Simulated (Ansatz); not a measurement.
**Fields on a plane of HgTe (zinc blende)**

```yaml
crystal:
  lattice:
    - [0.00000, 3.28640, 3.28640]
    - [3.28640, 0.00000, 3.28640]
    - [3.28640, 3.28640, 0.00000]
  atoms:
    - { symbol: Te, position: [0.75000, 0.75000, 0.75000] }
    - { symbol: Hg, position: [0.00000, 0.00000, 0.00000] }
```

The slice is a {111} plane (indices of the conventional cell) through the point (0.750, 0.750, 0.750) (fractional), spanned by u = [100] and v = [-1 2 0] in vectors of this cell: u (4.65 Å) and v (8.05 Å, at 90° to u). It covers one period; positions are fractions (u, v).

Atoms on it: Te at (0.00, 0.00); Te at (0.50, 0.50). Other atoms lie within 1 Å of the plane.

The numbers are results of r2SCAN (plane waves to 500 eV, PAW, scalar-relativistic; Ansatz, a quantum-chemistry and plane-wave program), not measurements. k mesh 12×12×12. Near the nuclei the fields are pseudised (PAW); where an atom keeps semicore shells as valence, they peak there. At this level the bands of HgTe touch or barely overlap. HgTe was relaxed with its symmetry unable to fall. Spin-orbit coupling is left out, though Hg and Te are heavy.

```
|xxxxxx  ##@@@@@@##  xxxx|
|xxxx  ==%%@@@@@@%%==  xx|
|  ..++##@@@@@@@@@@##++..|
|==++##%%@@@@@@@@@@%%##++|
|  ::++%%@@@@@@@@@@%%++::|
|xx  ::**%%######%%**::  |
|xx  ::++++..  ..++++::  |
|    ----  xxxxxx  ----  |
|==++++  xxxxxxxxxx  ++++|
|%%%%**  xxxxxxxxxx  **%%|
|@@@@##  xxxxxxxxxx  ##@@|
|@@@@%%==  xxxxxx  ==%%@@|
|@@@@@@##++..  ..++##@@@@|
|@@@@@@%%##++==++##%%@@@@|
|@@@@@@%%++::  ::++%%@@@@|
|####%%**::  xx  ::**%%##|
|  ..++++::  xx  ::++++..|
|xxxx  ----      ----  xx|
|xxxxxx  ++++==++++  xxxx|
|xxxxxx  **%%%%%%**  xxxx|
```
Scale: ten equal steps from -3.00 (start of ' ') to 5.40 (end of '@'), in the order ' .:-=+*#%@'. Values: electrostatic potential energy of an electron, from the cell's mean, in eV. The map has 12 points along u (two characters each, u = 0 at the left) and 20 along v (v = 0 in the bottom row). Points within 1 Å of a nucleus are blanked (x), as the pseudised field means little there. Values under -3 eV are set to -3. The zero, the cell's mean, hangs on the PAW cores.

```
v \ u  0.00  0.17  0.33  0.50  0.67  0.83
-----  ----  ----  ----  ----  ----  ----
0.90    0.1  -0.4  -1.2  -1.7  -1.2  -0.4
0.80   -0.6  -0.9  -1.5  -1.9  -1.5  -0.9
0.70   -0.1  -0.6  -1.0  -1.0  -1.0  -0.6
0.60   -0.3  -0.6  -0.3   0.1  -0.3  -0.6
0.50   -1.1  -0.8   0.1   1.2   0.1  -0.8
0.40   -1.7  -1.2  -0.4   0.1  -0.4  -1.2
0.30   -1.9  -1.5  -0.9  -0.6  -0.9  -1.5
0.20   -1.0  -1.0  -0.6  -0.1  -0.6  -1.0
0.10    0.1  -0.3  -0.6  -0.3  -0.6  -0.3
0.00    1.2   0.1  -0.8  -1.1  -0.8   0.1
```

Values: log₁₀ of the valence density in e/Å³. The scale is logarithmic, as a density can span decades between atoms and voids.
